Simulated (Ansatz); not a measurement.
**Moments in MnS**

```
Mn S
1.0
     0.00000    2.61225    2.61225
     2.61225    0.00000    2.61225
     2.61225    2.61225    0.00000
Mn S
1 1
Direct
  0.00000 0.00000 0.00000
  0.50000 0.50000 0.50000
```

Atoms are numbered in the order listed.

The cell comes from COD entry 9005930, which wasn't checked; take it as a given geometry.

Other magnetic orders may lie lower; this is the state that the run reached.

These are results of Ansatz 0.2.0, DFT, PBE, all-electron LAPW, scalar-relativistic, not measurements.

Settings: a Γ-centred 14×14×14 k mesh, Fermi–Dirac smearing of 0.03 eV, basis error target 0.25 meV/atom. PBE unless a row says otherwise.

Energies are extrapolated to zero smearing; site moments are those inside atomic spheres.

The runs: ferromagnetic start; no spin polarisation; spin-orbit coupling on.

Which of the states with an energy lies lowest?

The row "ferromagnetic start", by 1111 meV/atom under the next. Orders that need a larger cell weren't tried.

Tabulate energies, moments and gaps of the runs.


```tsv
run	E − E(first) (meV/atom)	spin moment Mn1 (μB)	cell spin moment (μB)	gap (eV)	P (GPa)
ferromagnetic start	0	4.44	4.72	none	-3.5
no spin polarisation	1111	0	0	none	-23.6
spin-orbit coupling on	–	–	4.72	none	-3.5
```

From all-electron PAW (datasets made for this crystal), the contact spin densities (averaged over the Thomson radius about each nucleus) in the first state are Mn1 -0.81, S2 3.13 e/Å³ (up less down).

What Fermi-contact hyperfine field is that at S2?

B = (2μ0/3) μB ρs(0) = 7.769 T·Å³ × (3.13) = 24.3 T, parallel to the magnetisation of the spin-up electrons. Orbital and dipolar fields aren't included.
